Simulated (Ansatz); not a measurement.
MgTi3N3O:
```cif
data_MgN3OTi3
_chemical_formula_sum 'Ti3 N3 Mg1 O1'
_space_group_name_H-M_alt 'P4/mmm'
_space_group_IT_number 123
_space_group_name_Hall '-P 4 2'
_cell_length_a 2.97899
_cell_length_b 2.97899
_cell_length_c 8.58966
_cell_angle_alpha 90.000
_cell_angle_beta 90.000
_cell_angle_gamma 90.000
loop_
_atom_site_label
_atom_site_type_symbol
_atom_site_symmetry_multiplicity
_atom_site_Wyckoff_symbol
_atom_site_fract_x
_atom_site_fract_y
_atom_site_fract_z
_atom_site_occupancy
Ti1 Ti 2 g 0.00000 0.00000 0.23655 1
N1 N 2 h 0.50000 0.50000 0.25084 1
Ti2 Ti 1 c 0.50000 0.50000 0.00000 1
N2 N 1 a 0.00000 0.00000 0.00000 1
Mg1 Mg 1 d 0.50000 0.50000 0.50000 1
O1 O 1 b 0.00000 0.00000 0.50000 1
```

Relaxed at zero pressure with DFT-r²SCAN in the program Ansatz with PAW potentials.

Problem. The volume is raised by 9 % and shape and atoms relax at that volume. What pressure results, and how do the axes share the change?

Solution. -16.6 GPa; a 2.2 %, b 2.2 %, c 4.3 %; the energy rises by 49 meV/atom.

Problem. Give the new structure.

Solution. 
Space group P4/mmm (No. 123); a = 3.0448 Å, b = 3.0448 Å, c = 8.9621 Å, α = 90.00°, β = 90.00°, γ = 90.00°

```csv
atom,site,symmetry,x,y,z
Ti,2g,4mm,0.0000,0.0000,0.2297
N,2h,4mm,0.5000,0.5000,0.2451
Ti,1c,4/mmm,0.5000,0.5000,0.0000
N,1a,4/mmm,0.0000,0.0000,0.0000
Mg,1d,4/mmm,0.5000,0.5000,0.5000
O,1b,4/mmm,0.0000,0.0000,0.5000
```

The phase is kept; no other phase was compared at this pressure.

The start of the workflow was typed in or built on a structure type; neither database checked (COD, Materials Project) lists it. Whether it is the stable phase at ambient conditions was not checked. The r²SCAN relaxation kept the symmetry of its start; its stability against distortions is not shown here. The workflow began spin-polarised and lost its moments.

Potentials: the earlier of the program's two PAW sets.
